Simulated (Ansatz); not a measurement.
The elements of this relaxed trial crystal are hidden behind letters.

```
lattice vectors (Å)
   4.6044    0.0000    0.0000
  -2.3022    3.9875    0.0000
   0.0000    0.0000   15.1436
fractional positions
X 0.0000 0.0000 0.2473
X 0.0000 0.0000 0.7603
X 0.6667 0.3333 0.9901
X 0.6667 0.3333 0.5038
Z 0.0000 0.0000 0.4371
Z 0.6667 0.3333 0.1808
Z 0.6667 0.3333 0.6934
Q 0.0000 0.0000 0.9382
```

These are results of Ansatz 0.2.0, DFT PBE, scalar-relativistic, plane waves, PAW, not measurements. Plane waves to 420 eV, a 12×12×4 mesh through Γ for the 8-atom cell and 0.10 eV Gaussian smearing; no spin polarisation.

* Space group: P3m1 (No. 156)
* Conventional cell: a = 4.604 Å, c = 15.144 Å
* Volume per atom: 34.75 Å³
* Density: 5.37 g/cm³
* Formation energy: −0.13 eV/atom
* Gap on the 12×12×4 mesh of the 8-atom cell: 0 eV (the bands overlap slightly)

Energies are uncorrected and count from the elements' standard states at the same level.

Q: X is a p-block element of period 5, Z is a p-block element of period 5 and Q is a p-block element of period 4. Which elements are they?

A: X = In, Z = Sb, Q = As, so the formula is In4Sb3As. Density times volume gives a mean mass of 5.37 × 34.75/1.6605 = 112.4 u per atom, and this set has 112.4 u. Around In on its first site lie 4 Sb at 2.84–2.87 Å; around Sb on its first site lie 4 In at 2.84–2.87 Å; around As lie 4 In at 2.69–2.77 Å; 5 more sites not described. Other sets within the hints have nearly the same mass, so mass alone doesn't settle it; this one was computed.

These runs have no spin–orbit coupling, which can matter for Sb. The zero gap may come from the functional, which often closes small gaps. A later test with randomly moved atoms came back to the same energy, though modes that don't fit the test's cell weren't probed.
